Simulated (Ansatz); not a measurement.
The start is a generated cell, In built in the AFLOW prototype A_hR12_166_2h (as in B). The structure is fully relaxed (lattice and positions, P = 0) with PBEsol (plane waves to 420 eV, PAW, scalar-relativistic; Ansatz, a first-principles code). The first steps use a coarse 4×4×4 k-mesh.

Input geometry:
```
CELL_PARAMETERS angstrom
      3.82206     2.20667     6.52357
     -3.82206     2.20667     6.52357
      0.00000    -4.41334     6.52357
ATOMIC_POSITIONS crystal
  In 0.01040 0.65729 0.01040
  In 0.01040 0.01040 0.65729
  In 0.65729 0.01040 0.01040
  In 0.98960 0.34271 0.98960
  In 0.98960 0.98960 0.34271
  In 0.34271 0.98960 0.98960
  In 0.22060 0.63230 0.22060
  In 0.22060 0.22060 0.63230
  In 0.63230 0.22060 0.22060
  In 0.77940 0.36770 0.77940
  In 0.77940 0.77940 0.36770
  In 0.36770 0.77940 0.77940
```

Q: What is the largest force in the starting geometry, and on which atom (counted from 1)?

A: About 2.5 eV/Å, on In7, In8, In9, In10, In11, In12 (atoms numbered as listed).

Q: How does the volume per atom move from start to end?

A: +17.3 %, from 27.51 to 32.27 Å³/atom.

Q: How do the shortest distances between atoms change?

A: The closest pairs of elements (up to four, under 3.6 Å), start → end: In–In 2.66 → 2.78 Å.

Q: Is the relaxed structure metallic? Give its gap.

A: Zero (metallic).

Q: Give the final cell and atomic positions.

A: 
Space group R-3m, hexagonal axes (No. 166); a = b = 7.9912 Å, c = 21.0082 Å, α = β = 90.00°, γ = 120.00°

```
atom  site  symmetry       x       y       z
----  ----  --------  ------  ------  ------
In     18h        .m  0.2516  0.1258  0.1062
In     18h        .m  0.2076  0.4153  0.0278
```
(The calculation used a cell of 12 atoms; values per cell refer to that cell.)

The space group stays R-3m (No. 166) (the run could not lower it); the end is AFLOW prototype A_hR12_166_2h (as in B), with 12 atoms in the primitive cell. Final values are on a 6×6×6 k-mesh of the relaxed cell. No spin polarisation in the result.

The run could not lose the symmetry of its start: the end is stationary, and may be a saddle point rather than a minimum.

The relaxed structure here is a generated cell of In: the first start was made by placing the elements on the sites of a structure type, and the end was not matched to a known phase here, so it may be hypothetical. Known forms of In include space group No. 139.
